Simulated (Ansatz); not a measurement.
**NaGa4: reading a single point**

```xyz
5
Lattice="0.0000 4.2152 0.0000 4.2152 0.0000 0.0000 2.1076 2.1076 -5.6162" Properties=species:S:1:pos:R:3 pbc="T T T"
Ga    2.1076    4.2152   -2.8081
Ga    4.2152    2.1076   -2.8081
Na    0.0000    0.0000    0.0000
Ga    2.1076    2.1076   -1.2490
Ga    4.2152    4.2152   -4.3672
```

Method: r2SCAN, spin-orbit coupling; PAW, plane waves to 500 eV, 6×6×6 Γ-centred mesh, fermi-dirac occupations (width 0.1382 eV) (Ansatz 0.2.0), atoms fixed.

The state carries no moments; the state need not be the lowest.

(1) What is the formation energy?

(2) Metal or insulator?

(3) Which atom feels the largest force, and which way?

(4) Which element gives electrons and which takes them?

(5) What does the stress say?

Origin: a database entry at a rescaled volume. Caveats: started without moments under time reversal, so no moment could form.

Answers

(1) -0.18 eV an atom against the elements' usual phases (free molecules for gases, crystals otherwise, with no correction for O₂ or N₂), so it is bound against them; other compounds may still compete. Relaxing would lower it.

(2) It is a metal, with about 1 states/eV a cell as the mean within 0.25 eV of the Fermi level, mostly Ga p (81 %) and Ga s (16 %).

(3) The largest is on Ga4 (and as large on other atoms): 0.08 eV/Å, components (0.00, 0.00, 0.08). It makes 0° with the line to a nearest neighbour, Ga5 at 2.50 Å, pointing towards it.

(4) Bader charges in e: Na +0.84, Ga -0.32 to -0.10. In the mean Na gives up most and Ga takes most.

(5) The pressure is -0.9 GPa (compression positive), so with the atoms held at these fractions the cell would first shrink. The principal stresses -1.9, -0.3, -0.3 GPa differ, so its shape would change too.
